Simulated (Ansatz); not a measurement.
Data:

InPt$_{3}$:
```
InPt3
1.0
    3.99277     0.00000     0.00000
    0.00000     3.99277     0.00000
    0.00000     0.00000     3.99277
In Pt
1 3
Direct
  0.00000   0.00000   0.00000
  0.00000   0.50000   0.50000
  0.50000   0.00000   0.50000
  0.50000   0.50000   0.00000
```

This is the PBEsol-relaxed structure.

All from plane-wave PAW PBEsol (Ansatz code), unless another level is named. Predict the formation energy from the elements (no fitted shifts).

-0.38 eV/atom.

Give the density of states at the Fermi level.

0.85 states/eV per atom (mean over ±0.08 eV).

What about the gap with spin–orbit coupling?

none (metallic).

Space group Pm-3m (Cu3Au type). The first step of the workflow began from a Materials Project structure, measured or hypothetical; the Crystallography Open Database files this formula in space group No. 221, but the cells were not matched. Its standing as an ambient phase is unchecked. The PBEsol relaxation kept the symmetry of its start; of distortions, only those at the zone centre were tested. The run is not spin-polarised. The references are the lowest solids computed at this level, not always the standard phases. Scalar-relativistic: spin–orbit coupling is off unless named, which matters more the heavier the elements.

Potentials: the later of the program's two PAW sets.
